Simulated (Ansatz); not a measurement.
BeSe in space group C2/c (No. 15; Be on 4d, Se on 4e) at seven volumes, the program Ansatz at the PBE level (PAW), shape and atoms relaxed at each. One row is withheld.

```json
[
 {"V (Å³/atom)": "13.820", "P (GPa)": "?"},
 {"V (Å³/atom)": "14.275", "P (GPa)": "4.70"},
 {"V (Å³/atom)": "14.731", "P (GPa)": "2.11"},
 {"V (Å³/atom)": "15.187", "P (GPa)": "0.00"},
 {"V (Å³/atom)": "15.642", "P (GPa)": "-1.68"},
 {"V (Å³/atom)": "16.098", "P (GPa)": "-3.00"},
 {"V (Å³/atom)": "16.553", "P (GPa)": "-3.94"}
]
```

Question: Fit the shown pressures and predict the withheld one.

Answer: P = (3/2)B₀(x^(7/2) − x^(5/2))[1 + (3/4)(B′ − 4)(x − 1)] with x = (V₀/V)^(2/3). Least squares on the six rows gives V₀ = 15.184 Å³/atom, B₀ = 62.0 GPa, B′ = 6.84. At V = 13.820, x = 1.0648 and P = 8.02 GPa. The run itself gave 7.84 GPa.

A made-up cell: these elements were put on the sites of a structure type; neither database checked (COD, Materials Project) lists it. COD files the formula under space group No. 216, so this cell is another polymorph or a model. Its standing as an ambient phase is unchecked. Symmetry was held in the PBE relaxation; whether a distortion lowers the energy is not shown.

Potentials: the later of the program's two PAW sets.
